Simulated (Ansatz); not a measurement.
ScSi:
```
CELL_PARAMETERS angstrom
      1.99703    -4.94652     0.00000
      1.99703     4.94652     0.00000
      0.00000     0.00000     3.66074
ATOMIC_POSITIONS crystal
  Sc 0.13911 0.86089 0.75000
  Sc 0.86089 0.13911 0.25000
  Si 0.41919 0.58081 0.75000
  Si 0.58081 0.41919 0.25000
```

Relaxed with r²SCAN. Special points in fractions of this cell's reciprocal vectors: Γ (0.000, 0.000, 0.000); Y (-0.500, 0.500, 0.000); C0 (-0.291, 0.709, 0.000); Σ0 (0.291, 0.291, 0.000); Z (0.000, 0.000, 0.500); A0 (0.291, 0.291, 0.500); E0 (-0.291, 0.709, 0.500); T (-0.500, 0.500, 0.500); S (0.000, 0.500, 0.000); R (0.000, 0.500, 0.500).

### Question
List the band energies nearest the Fermi level at these points for plane-wave PAW r²SCAN (Ansatz code).

### Answer
In eV from the Fermi level; about four levels below and three above (degenerate sets whole), none deeper than 8.9 eV; points with the same levels are listed once.

```csv
k,below,above
Γ,-3.53 -2.49 -1.75 -1.20,0.07 0.69 1.55
Y,-1.92 -1.90 -1.04 -0.51,1.26 1.40 1.86
C0,-5.36 -2.36 -2.16 -2.08,0.50 0.74 1.38
Z,-1.97 -1.97 -1.26 -1.26,2.89 2.89 3.25 3.25
A0,-2.95 -2.95 -0.30 -0.30,2.10 2.10 3.39 3.39
T,-1.59 -1.59 -0.05 -0.05,1.53 1.53 2.35 2.35
S,-4.86 -3.36 -2.35 -1.76,0.33 0.82 1.50
R,-2.87 -2.87 -0.66 -0.66,2.58 2.58 3.35 3.35
```

Space group Cmcm. The first step of the workflow began from a Materials Project structure, measured or hypothetical; the Crystallography Open Database copy checked does not list it. Whether it is the stable phase at ambient conditions was not checked. The r²SCAN relaxation kept the symmetry of its start; of distortions, only those at the zone centre were tested. No spin polarisation was allowed.

Potentials: the later of the program's two PAW sets.
